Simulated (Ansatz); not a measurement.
### Question
Name crystals whose computed values (LDA in the plane-wave PAW code Ansatz) fall in these windows: B₀ by P(V) fit (GPa) 150 to 190; G_Hill (GPa) 46 to 61; highest Γ mode, no LO–TO term (cm⁻¹) 220 to 300.

### Answer


```json
[
 {"crystal": "CdO, rock salt", "B₀ by P(V) fit (GPa)": "162", "G_Hill (GPa)": "51.7", "highest Γ mode, no LO–TO term (cm⁻¹)": "268"},
 {"crystal": "Cu, dhcp (α-La type)", "B₀ by P(V) fit (GPa)": "187", "G_Hill (GPa)": "60.1", "highest Γ mode, no LO–TO term (cm⁻¹)": "271"}
]
```
Others may fit too.

Not the usual ambient phase: Cu, dhcp (α-La type). All cells were relaxed under the symmetry of their starts (and spin orders); stability against distortions was not tested throughout. Named crystals with no word on spin ran without spin polarisation. Scalar-relativistic: spin–orbit coupling is off unless named, which matters more the heavier the elements.

Potentials: the earlier of the program's two PAW sets. The files were generated under PBE; for other functionals the program regenerates the frozen cores, and for LDA and PBEsol the local potential too.
